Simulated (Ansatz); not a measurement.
Consider the following.

Zr$_{2}$GeB$_{2}$:
Space group P-6m2 (No. 187); a = 3.202 Å, b = 3.202 Å, c = 7.878 Å, α = 90.00°, β = 90.00°, γ = 120.00°

```csv
atom,site,symmetry,x,y,z
Zr,2h,3m.,0.3333,0.6667,0.2833
Ge,1a,-6m2,0.0000,0.0000,0.0000
B,1b,-6m2,0.0000,0.0000,0.5000
B,1f,-6m2,0.6667,0.3333,0.5000
```

This is the r²SCAN-relaxed structure.

### Question
All from r²SCAN in the plane-wave PAW code Ansatz, unless another level is named. Estimate the electronic character.

### Answer
metallic (no gap).

### Question
And the density of states at the Fermi level?

### Answer
0.22 states/eV per atom (mean over ±0.08 eV).

### Question
Give the formation energy from the elements (no fitted shifts).

### Answer
-0.89 eV/atom.

### Question
Next, the gap with spin–orbit coupling?

### Answer
none (metallic).

The start of the workflow was typed in or built on a structure type; neither database checked (COD, Materials Project) lists it. Whether it is the stable phase at ambient conditions was not checked. The cell was relaxed with r²SCAN under the symmetry of its start; whether a distortion lowers the energy is not shown. The run is not spin-polarised. The references are the lowest solids computed at this level, not always the standard phases. Scalar-relativistic: spin–orbit coupling is off unless named, which matters more the heavier the elements.

Potentials: the earlier of the program's two PAW sets. The files were generated under PBE; for other functionals the program regenerates the frozen cores, and for LDA and PBEsol the local potential too.
